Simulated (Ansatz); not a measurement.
Input, command and steps of an Ansatz relaxation.

```yaml
crystal:
  lattice:
    - [4.0226084068, 0.0, 0.0]
    - [0.0, 4.0226084068, 0.0]
    - [0.0, 0.0, 6.9400400547]
  atoms:
    - { symbol: In, position: [0.5, 0.0, 0.2305] }
    - { symbol: In, position: [0.0, 0.5, 0.7695] }
    - { symbol: Pb, position: [0.5, 0.0, 0.648] }
    - { symbol: Pb, position: [0.0, 0.5, 0.352] }
    - { symbol: "N", position: [0.0, 0.0, 0.0] }
    - { symbol: "N", position: [0.5, 0.5, 0.0] }
basis:
  ecutwfc: 420
kpoints:
  mp_grid: { grid: [4, 4, 4] }
hamiltonian:
  xc: pbe
scf:
  occupations: { method: gaussian, width: 0.1 }
  lower_state_search: "off"
output:
  forces: true
  stress: true
  eigenvalues: true
relax:
  adjacent_minimum: "off"
  f_tol: 0.04
  max_steps: 70
  cell: { stress_tol: 0.4 }
```

```bash
ansatz run input.yaml --threads 1 --pin off --max-ram 2560MiB --backend cpu --events-out ev --progress --plain --runs-dir out
```

Computed with DFT PBE, scalar-relativistic, plane waves, PAW in Ansatz.

Of 12 frames 10 are shown, positions in Å and forces in eV/Å; the SCF threshold varies from step to step. Steps run on the plane waves of an earlier cell, with a Pulay correction in the pressure. The basis is chosen afresh for the last frame, the zero of the energies, and at times for earlier ones too; energy and pressure can step there, also at an unchanged geometry. Here that happened at step 10 (-6 meV/atom, 0.3 GPa); frames between the last choice of the basis and such a step carry an error that grows, as the cell changes, to that size. The mark taken_back stands on steps that the optimiser undid.

```xyz
6
Lattice="4.0226 0.0000 0.0000 0.0000 4.0226 0.0000 0.0000 0.0000 6.9400" Properties=species:S:1:pos:R:3:forces:R:3 pbc="T T T" step=1 free_energy_over_end_meV_per_atom=620.11 pressure_GPa=6.61
In    2.0113    0.0000    1.5997    0.0000    0.0000   -4.1469
In    0.0000    2.0113    5.3404    0.0000    0.0000    4.1469
Pb    2.0113    0.0000    4.4971    0.0000    0.0000    0.7881
Pb    0.0000    2.0113    2.4429    0.0000    0.0000   -0.7881
N     0.0000    0.0000    0.0000    0.0000    0.0000    0.0000
N     2.0113    2.0113    0.0000    0.0000    0.0000    0.0000
6
Lattice="4.0795 0.0000 0.0000 0.0000 4.0795 0.0000 0.0000 0.0000 6.9657" Properties=species:S:1:pos:R:3:forces:R:3 pbc="T T T" step=2 free_energy_over_end_meV_per_atom=360.94 pressure_GPa=2.19
In    2.0398    0.0000    1.4082    0.0000    0.0000   -3.0727
In    0.0000    2.0398    5.5576    0.0000    0.0000    3.0727
Pb    2.0398    0.0000    4.5501    0.0000    0.0000    0.0945
Pb    0.0000    2.0398    2.4157    0.0000    0.0000   -0.0945
N     0.0000    0.0000    0.0000    0.0000    0.0000    0.0000
N     2.0398    2.0398    0.0000    0.0000    0.0000    0.0000
6
Lattice="4.0922 0.0000 0.0000 0.0000 4.0922 0.0000 0.0000 0.0000 6.9185" Properties=species:S:1:pos:R:3:forces:R:3 pbc="T T T" step=3 free_energy_over_end_meV_per_atom=189.15 pressure_GPa=2.56
In    2.0461    0.0000    1.2042    0.0000    0.0000   -2.0769
In    0.0000    2.0461    5.7142    0.0000    0.0000    2.0769
Pb    2.0461    0.0000    4.5011    0.0000    0.0000   -0.1759
Pb    0.0000    2.0461    2.4173    0.0000    0.0000    0.1759
N     0.0000    0.0000    0.0000    0.0000    0.0000    0.0000
N     2.0461    2.0461    0.0000    0.0000    0.0000    0.0000
6
Lattice="4.1591 0.0000 0.0000 0.0000 4.1591 0.0000 0.0000 0.0000 7.1579" Properties=species:S:1:pos:R:3:forces:R:3 pbc="T T T" step=5 free_energy_over_end_meV_per_atom=19.32 pressure_GPa=1.27
In    2.0796    0.0000    0.8441    0.0000    0.0000   -0.2277
In    0.0000    2.0796    6.3137    0.0000    0.0000    0.2277
Pb    2.0796    0.0000    4.5074    0.0000    0.0000   -0.2345
Pb    0.0000    2.0796    2.6505    0.0000    0.0000    0.2345
N     0.0000    0.0000    0.0000    0.0000    0.0000    0.0000
N     2.0796    2.0796    0.0000    0.0000    0.0000    0.0000
6
Lattice="4.1980 0.0000 0.0000 0.0000 4.1980 0.0000 0.0000 0.0000 7.3033" Properties=species:S:1:pos:R:3:forces:R:3 pbc="T T T" step=6 free_energy_over_end_meV_per_atom=8.30 pressure_GPa=0.00
In    2.0990    0.0000    0.7655    0.0000    0.0000    0.0076
In    0.0000    2.0990    6.5378    0.0000    0.0000   -0.0076
Pb    2.0990    0.0000    4.5116    0.0000    0.0000   -0.0863
Pb    0.0000    2.0990    2.7918    0.0000    0.0000    0.0863
N     0.0000    0.0000    0.0000    0.0000    0.0000    0.0000
N     2.0990    2.0990    0.0000    0.0000    0.0000    0.0000
6
Lattice="4.1831 0.0000 0.0000 0.0000 4.1831 0.0000 0.0000 0.0000 7.4286" Properties=species:S:1:pos:R:3:forces:R:3 pbc="T T T" step=7 free_energy_over_end_meV_per_atom=7.07 pressure_GPa=-0.33
In    2.0916    0.0000    0.7819    0.0000    0.0000   -0.0767
In    0.0000    2.0916    6.6467    0.0000    0.0000    0.0767
Pb    2.0916    0.0000    4.5637    0.0000    0.0000   -0.0275
Pb    0.0000    2.0916    2.8649    0.0000    0.0000    0.0275
N     0.0000    0.0000    0.0000    0.0000    0.0000    0.0000
N     2.0916    2.0916    0.0000    0.0000    0.0000    0.0000
6
Lattice="4.1594 0.0000 0.0000 0.0000 4.1594 0.0000 0.0000 0.0000 7.4336" Properties=species:S:1:pos:R:3:forces:R:3 pbc="T T T" step=8 free_energy_over_end_meV_per_atom=8.45 pressure_GPa=1.33 taken_back
In    2.0797    0.0000    0.7510    0.0000    0.0000    0.1801
In    0.0000    2.0797    6.6826    0.0000    0.0000   -0.1801
Pb    2.0797    0.0000    4.5347    0.0000    0.0000    0.0586
Pb    0.0000    2.0797    2.8989    0.0000    0.0000   -0.0586
N     0.0000    0.0000    0.0000    0.0000    0.0000    0.0000
N     2.0797    2.0797    0.0000    0.0000    0.0000    0.0000
6
Lattice="4.1825 0.0000 0.0000 0.0000 4.1825 0.0000 0.0000 0.0000 7.4196" Properties=species:S:1:pos:R:3:forces:R:3 pbc="T T T" step=10 free_energy_over_end_meV_per_atom=0.28 pressure_GPa=0.33
In    2.0913    0.0000    0.7686    0.0000    0.0000   -0.0044
In    0.0000    2.0913    6.6510    0.0000    0.0000    0.0044
Pb    2.0913    0.0000    4.5463    0.0000    0.0000   -0.0046
Pb    0.0000    2.0913    2.8733    0.0000    0.0000    0.0046
N     0.0000    0.0000    0.0000    0.0000    0.0000    0.0000
N     2.0913    2.0913    0.0000    0.0000    0.0000    0.0000
6
Lattice="4.1861 0.0000 0.0000 0.0000 4.1861 0.0000 0.0000 0.0000 7.4788" Properties=species:S:1:pos:R:3:forces:R:3 pbc="T T T" step=11 free_energy_over_end_meV_per_atom=0.22 pressure_GPa=0.04
In    2.0930    0.0000    0.7638    0.0000    0.0000   -0.0100
In    0.0000    2.0930    6.7150    0.0000    0.0000    0.0100
Pb    2.0930    0.0000    4.5768    0.0000    0.0000    0.0053
Pb    0.0000    2.0930    2.9020    0.0000    0.0000   -0.0053
N     0.0000    0.0000    0.0000    0.0000    0.0000    0.0000
N     2.0930    2.0930    0.0000    0.0000    0.0000    0.0000
6
Lattice="4.1861 0.0000 0.0000 0.0000 4.1861 0.0000 0.0000 0.0000 7.4788" Properties=species:S:1:pos:R:3:forces:R:3 pbc="T T T" step=12 free_energy_over_end_meV_per_atom=0.00 pressure_GPa=0.04
In    2.0930    0.0000    0.7638    0.0000    0.0000   -0.0101
In    0.0000    2.0930    6.7150    0.0000    0.0000    0.0101
Pb    2.0930    0.0000    4.5768    0.0000    0.0000    0.0053
Pb    0.0000    2.0930    2.9020    0.0000    0.0000   -0.0053
N     0.0000    0.0000    0.0000    0.0000    0.0000    0.0000
N     2.0930    2.0930    0.0000    0.0000    0.0000    0.0000
```

The start puts this composition into another compound's structure type, which needn't suit it. At the end the space group is P4/nmm (tolerance 0.05 Å).

The run took 81 s on 1 thread of Arm Neoverse V1, with other jobs on the host, peak memory 0.38 GiB.

The k mesh is coarse. Spin–orbit coupling is left out, which can shift energies with elements as heavy as these.